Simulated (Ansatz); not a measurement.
According to PBEsol in the plane-wave PAW code Ansatz, Sb in the cubic phase (I4_132; Sb on 8a) relaxes to a = 7.979 Å. Sb has 3 nearest neighbours from 2.82 Å (trigonal planar).

Electronic character: metallic (no gap). Gap from PBEsol with spin–orbit coupling: none (metallic).

The bulk modulus is 20.8 GPa. The highest mode at Γ lies at 138 cm⁻¹.

The start of the workflow was typed in or built on a structure type; neither database checked (COD, Materials Project) lists it. It is not the phase usual at ambient conditions (space group No. 166). Symmetry was held in the PBEsol relaxation. At this level the phase is dynamically unstable (imaginary phonons). The volume moved by 64 % from the start of the relaxation. As this level gives no gap, phonon frequencies hold no LO–TO term and depend on the k-mesh and smearing (Fermi–Dirac, 0.1 eV here). Scalar-relativistic: spin–orbit coupling is off unless named, which matters more the heavier the elements.

Potentials: the later of the program's two PAW sets.
